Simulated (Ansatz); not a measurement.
GaNi3 (Cu3Au type, space group No. 221) under volume change, plane-wave PAW r²SCAN (Ansatz code), scaled uniformly.

```csv
V (Å³/atom),E − E(relaxed) (meV/atom),P (GPa)
10.084,68.3,24.01
10.417,28.6,14.58
10.749,6.7,6.67
11.082,0.0,0.02
11.414,5.9,-5.56
11.746,22.5,-10.25
12.079,47.9,-14.17
```

Problem. What does a third-order Birch–Murnaghan fit give for V₀, B₀ and B′?

Solution. V₀ = 11.08 Å³/atom, B₀ = 203 GPa, B′ = 4.8.

Space group Pm-3m (Cu3Au type). The workflow started from a Materials Project entry (that database holds measured and hypothetical structures alike); the Crystallography Open Database copy checked does not list it. With Ga and Ni taken as one species the cell has the higher symmetry Fm-3m, so it may be an ordered model of a mixed-site phase. Its standing as an ambient phase is unchecked. Symmetry was held in the r²SCAN relaxation; its stability against distortions is not shown here. Magnetic state: ferromagnetic, the only order run, not a proven ground state. Other orbital occupations within this spin state were not tried.

Potentials: the later of the program's two PAW sets.
